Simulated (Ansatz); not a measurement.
Relaxed LaTl (CsCl type):

```xyz
2
Lattice="3.9191 0.0000 0.0000 0.0000 3.9191 0.0000 0.0000 0.0000 3.9191" Properties=species:S:1:pos:R:3 pbc="T T T"
La     0.0000     0.0000     0.0000
Tl     1.9596     1.9596     1.9596
```

In each cell atom 1 (La, nearest neighbour Tl at 3.394 Å; its periodic images, 3.9 Å or more away, move with it) moves by s·(0.000, 0.000, 1.000) (along Cartesian z), the rest being held.

Method: PBEsol (plane waves to 420 eV, PAW, scalar-relativistic; Ansatz, an electronic-structure program). k mesh 10×10×10 (Γ-centred), Fermi-Dirac smearing 0.05 eV. Energies are smeared free energies. With partly filled bands, energies and forces of such displacements shift with the k mesh and the smearing. LaTl is run without spin polarisation. LaTl was relaxed with its symmetry unable to fall. Spin-orbit coupling is left out, though Tl is heavy. ΔE is measured from the undisplaced structure. The last digit holds for this mesh only.

```
s (Å)   ΔE (meV/cell)
------  -------------
-0.680          567.8
-0.544          345.0
-0.408          181.6
-0.272       withheld
-0.136           17.4
0.000             0.0
0.136            17.4
0.272        withheld
0.408           181.6
0.544           345.0
0.680           567.8
```

Problem. Fit an even polynomial form (powers 2, 4, 6) to the given rows and predict ΔE at s = 0.272.

Solution. Least squares on the 9 given rows: ΔE = (954.8)·s² + (934.0)·s⁴ + (-742.6)·s⁶, in meV/cell with s in Å; root-mean-square residual 0.29 meV/cell. At 0.272 the fit gives 75.5 meV/cell; the calculation gives 74.7 meV/cell, so the interpolation is off by 0.8 (+1.1 %). The quadratic term alone would give 70.6 meV/cell.

(A displaced cell: forces are minus the slopes of the energy, force constants its curvatures, and phonons follow from these.)
